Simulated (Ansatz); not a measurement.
TaN₃:
```xyz
4
Lattice="4.0735 0.0000 0.0000 0.0000 4.0735 0.0000 0.0000 0.0000 4.0735" Properties=species:S:1:pos:R:3 pbc="T T T"
Ta     0.0000     0.0000     0.0000
N      0.0000     2.0368     0.0000
N      2.0368     0.0000     0.0000
N      0.0000     0.0000     2.0368
```

Relaxed with PBE. Special points in fractions of this cell's reciprocal vectors: Γ (0.000, 0.000, 0.000); X (0.000, 0.500, 0.000); M (0.500, 0.500, 0.000); R (0.500, 0.500, 0.500).

Q: List the band energies nearest the Fermi level at these points for PBE with spin–orbit coupling in the plane-wave PAW code Ansatz.

A: In eV from the Fermi level; about four levels below and three above (degenerate sets whole), none deeper than 8.9 eV; points with the same levels are listed once.

```csv
k,below,above
Γ,0.00 0.00 0.00 0.00,0.00 0.00 0.36 0.36
X,-1.08 -1.08 -0.33 -0.33,0.31 0.31 0.46 0.46
M,-0.72 -0.72 -0.56 -0.56,1.16 1.16 5.51 5.51
R,-3.72 -3.72 -3.72 -3.72 -3.66 -3.66,1.17 1.17 1.18 1.18 1.18 1.18
```

Space group Pm-3m (ReO3 type). The start of the workflow was typed in or built on a structure type; neither database checked (COD, Materials Project) lists it. Whether it is the stable phase at ambient conditions was not checked. Symmetry was held in the PBE relaxation; whether a distortion lowers the energy is not shown. The run is not spin-polarised. Its formation energy is positive at this level, so the cell may be metastable or incomplete.

Potentials: the earlier of the program's two PAW sets.
